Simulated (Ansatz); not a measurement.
The relaxed structure here is a generated cell of ZrN: the first start was made by placing the elements on the sites of a structure type, and the end was not matched to a known phase here, so it may be hypothetical. Known forms of ZrN include space group No. 225.

The end point of a relaxation of ZrN. The numbers are results of PBEsol (plane waves to 420 eV, PAW, scalar-relativistic; Ansatz, a program for electronic structure), not measurements.

```xyz
2
Lattice="3.0697 0.0000 0.0000 0.0000 3.0697 0.0000 0.0000 0.0000 3.4483" Properties=species:S:1:pos:R:3 pbc="T T T"
Zr     1.5349     1.5349     0.0000
N      0.0000     0.0000     0.0000
```

### Question
Find the space group and the Wyckoff positions (tolerance 0.01 Å).

### Answer
Space group P4/mmm (No. 123); a = b = 3.070 Å, c = 3.448 Å, α = β = γ = 90.00°

```csv
atom,site,symmetry,x,y,z
Zr,1c,4/mmm,0.5000,0.5000,0.0000
N,1a,4/mmm,0.0000,0.0000,0.0000
```

### Question
Give the shortest distances between elements (the closest pairs, up to four, under 3.6 Å).

### Answer
N–Zr 2.17 Å; Zr–Zr 3.07 Å; N–N 3.07 Å.

```yaml
volume_per_atom: 16.25 Å³
band_gap: zero (metallic)
```

No spin polarisation in the result. The relaxed primitive cell holds an odd number of electrons. A magnetic state may lie lower.

The run could not lower the symmetry of its start; a shaken copy of this end point relaxes with PBEsol to Fm-3m (No. 225), 0.85 eV/atom lower.
